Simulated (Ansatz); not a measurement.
# MgRe3: what symmetry allows forces and stress to be

```
CELL_PARAMETERS angstrom
-0.01367 3.19535 3.11724
3.07289 0.00000 3.10356
3.08656 3.19535 -0.01367
ATOMIC_POSITIONS crystal
Mg 0.99312 0.01265 0.00688
Re 0.25127 0.24780 0.23578
Re 0.49139 0.50471 0.50861
Re 0.76422 0.73484 0.74873
```

Computed with DFT PBE, scalar-relativistic, plane waves, PAW (Ansatz 0.2.0).

Cutoff 420 eV; k points 10×10×10 on the computed 4-atom cell (Γ-centred); Gaussian smearing, width 0.10 eV; no spin polarisation.

This distorted cell has space group Cm, with 2 operations.

Task: Without a calculation: in which directions can each atom feel a force?

Result: A force must be left unchanged by every operation that keeps its atom in place, so it lies in the space that those operations leave fixed. Atoms that the group maps onto each other feel forces of one size.
```
atom site symmetry operations at the site equivalent to atom allowed force (Cartesian)
 Mg1              m                       2                   1  in the plane normal to (0.00, 1.00, 0.00)
 Re2              1                       1                   2                              any direction
 Re3              m                       2                   3  in the plane normal to (0.00, 1.00, 0.00)
 Re4              1                       1                   2                              any direction
```

That leaves 7 independent force components of 12, tied by 2 conditions that the forces sum to zero, so 5 remain. A relaxation in this cell that keeps the symmetry moves the atoms in these directions alone.

Task: And the stress tensor?

Result: It must be invariant under the point group, which leaves 4 independent components: yz, xy vanish.

Task: Do the computed values obey this?

Result: Yes. Forces (eV/Å):
```
Mg1 -0.982  0.000 -0.379
Re2  0.541  0.661  0.162
Re3 -0.100  0.000  0.055
Re4  0.541 -0.661  0.162
```

Stress (GPa, compression positive, xx yy zz yz xz xy): -2.38 -5.77 -3.09 0.00 2.08 0.00. The program imposes the same operations on density, forces and stress, so this confirms the analysis and is no independent test of the calculation.

Spin–orbit coupling is left out, which can shift energies with elements as heavy as these.